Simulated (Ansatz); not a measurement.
ScMo3C:
```yaml
crystal:
  lattice:
    - [4.21663, 0.00000, 0.00000]
    - [0.00000, 4.21663, 0.00000]
    - [0.00000, 0.00000, 4.21663]
  atoms:
    - { symbol: Sc, position: [0.00000, 0.00000, 0.00000] }
    - { symbol: Mo, position: [0.00000, 0.50000, 0.50000] }
    - { symbol: Mo, position: [0.50000, 0.00000, 0.50000] }
    - { symbol: Mo, position: [0.50000, 0.50000, 0.00000] }
    - { symbol: C, position: [0.50000, 0.50000, 0.50000] }
```

Relaxed with r²SCAN. Special points in fractions of this cell's reciprocal vectors: Γ (0.000, 0.000, 0.000); X (0.000, 0.500, 0.000); M (0.500, 0.500, 0.000); R (0.500, 0.500, 0.500).

Q: List the band energies nearest the Fermi level at these points for DFT-r²SCAN with spin–orbit coupling in the program Ansatz with PAW potentials.

A: In eV from the Fermi level; about four levels below and three above (degenerate sets whole), none deeper than 8.9 eV; points with the same levels are listed once.

| k | below | above |
|---|---|---|
| Γ | -0.23 -0.23 -0.23 -0.23 -0.13 -0.13 | 1.28 1.28 1.28 1.28 |
| X | -1.41 -1.41 -0.24 -0.24 | 0.75 0.75 0.83 0.83 |
| M | -1.02 -1.02 -0.89 -0.89 | 0.05 0.05 0.33 0.33 |
| R | -1.03 -1.03 -1.03 -1.03 -0.92 -0.92 | 0.44 0.44 0.44 0.44 |

Space group Pm-3m (anti-perovskite). The start of the workflow was typed in or built on a structure type; neither database checked (COD, Materials Project) lists it. Whether it is the stable phase at ambient conditions was not checked. Symmetry was held in the r²SCAN relaxation; whether a distortion lowers the energy is not shown. The run is not spin-polarised.

Potentials: the later of the program's two PAW sets.
